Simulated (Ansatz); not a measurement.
# What hybrid functionals make of BaZrO3

```
CELL_PARAMETERS angstrom
4.18150 0.00000 0.00000
0.00000 4.18150 0.00000
0.00000 0.00000 4.18150
ATOMIC_POSITIONS crystal
Ba 0.00000 0.00000 0.00000
Zr 0.50000 0.50000 0.50000
O 0.00000 0.50000 0.50000
O 0.50000 0.50000 0.00000
O 0.50000 0.00000 0.50000
```

All runs: Ansatz, plane waves and PAW, scalar-relativistic (no spin–orbit coupling), 4×4×4 k-mesh, Gaussian smearing of 0.05 eV, no spin polarisation. Semilocal reference PBE: gap 3.25 eV, pressure 5.3 GPa. The hybrids carry no U.

Q: What gap and pressure does PBE0-type hybrid with an exact-exchange fraction taken as 1/ε∞ give at this geometry?

A: Gap 5.08 eV, pressure 2.0 GPa.

Q: And the other functionals?

A: 
```json
{"functional": "r2SCANh", "gap": "4.60 eV", "pressure (GPa)": "1.8", "cutoff (eV)": "500", "core-seconds": "110"}
{"functional": "PBE0-type hybrid with an exact-exchange fraction taken as 1/ε∞", "gap": "5.08 eV", "pressure (GPa)": "2.0", "cutoff (eV)": "420", "core-seconds": "130"}
{"functional": "HSE06-type hybrid with a screening parameter of 0.1 Å⁻¹", "gap": "5.09 eV", "pressure (GPa)": "1.2", "cutoff (eV)": "420", "core-seconds": "81"}
```

In the PBE0 form, going from an exact-exchange fraction of 0.00 to 0.21 opens the gap by 1.83 eV, or 0.89 eV for each tenth. The dielectric-dependent PBE0 form takes the fraction 0.206 = 1/ε∞, that is ε∞ = 4.9. On shared hosts the hybrid runs at the reference's cutoff took roughly 23 to 35 times the core time of the semilocal one on the same mesh, with some more bands.

Caveats: core times come from shared hosts and scatter; gaps are read on a coarse mesh; stress loosely converged.
